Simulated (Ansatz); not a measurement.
Total density of states per atom from r²SCAN (plane waves, PAW; program Ansatz), in 0.25 eV bins, energy from the Fermi level:

| E (eV) | states/eV/atom |
|---|---|
| -7.85 | 0.00 |
| -7.60 | 0.00 |
| -7.35 | 0.00 |
| -7.10 | 0.00 |
| -6.85 | 0.00 |
| -6.60 | 0.00 |
| -6.35 | 0.00 |
| -6.10 | 0.05 |
| -5.85 | 0.21 |
| -5.60 | 0.41 |
| -5.35 | 0.67 |
| -5.10 | 0.57 |
| -4.85 | 0.65 |
| -4.60 | 0.44 |
| -4.35 | 0.36 |
| -4.10 | 0.50 |
| -3.85 | 0.67 |
| -3.60 | 0.70 |
| -3.35 | 1.03 |
| -3.10 | 1.70 |
| -2.85 | 1.32 |
| -2.60 | 2.15 |
| -2.35 | 2.84 |
| -2.10 | 2.20 |
| -1.85 | 1.07 |
| -1.60 | 1.09 |
| -1.35 | 0.74 |
| -1.10 | 0.60 |
| -0.85 | 0.44 |
| -0.60 | 0.27 |
| -0.35 | 0.28 |
| -0.10 | 0.38 |
| 0.15 | 0.41 |
| 0.40 | 0.38 |
| 0.65 | 0.49 |
| 0.90 | 0.45 |
| 1.15 | 0.46 |
| 1.40 | 0.43 |
| 1.65 | 0.45 |
| 1.90 | 0.53 |
| 2.15 | 0.51 |
| 2.40 | 0.46 |
| 2.65 | 0.42 |
| 2.90 | 0.42 |
| 3.15 | 0.53 |
| 3.40 | 0.53 |
| 3.65 | 0.43 |
| 3.90 | 0.38 |
| 4.15 | 0.42 |
| 4.40 | 0.31 |
| 4.65 | 0.17 |

Q: Which compound is it?
A. NiS, NiAs type
B. NiSb2, Pnnm (Ni on 2a, Sb on 4g)
C. Sb3Au, Im-3m (Sb on 6b, Au on 2a)
D. GdNi2, cubic Laves (MgCu2 type)

A: B, NiSb2, Pnnm (Ni on 2a, Sb on 4g). Within 0.5 eV of the Fermi level: Sb 5p 55 %, Ni 3d 30 %, Sb 5s 10 %. Projections are on Löwdin-orthogonalised atomic valence shells; empty p or d shells of many metals are not among them.

The workflow started from an entry of the Crystallography Open Database (COD). Whether it is the stable phase at ambient conditions was not checked. The r²SCAN relaxation kept the symmetry of its start; whether a distortion lowers the energy is not shown. The workflow began spin-polarised and lost its moments. Scalar-relativistic: spin–orbit coupling is off unless named, which matters more the heavier the elements.

Potentials: the later of the program's two PAW sets.
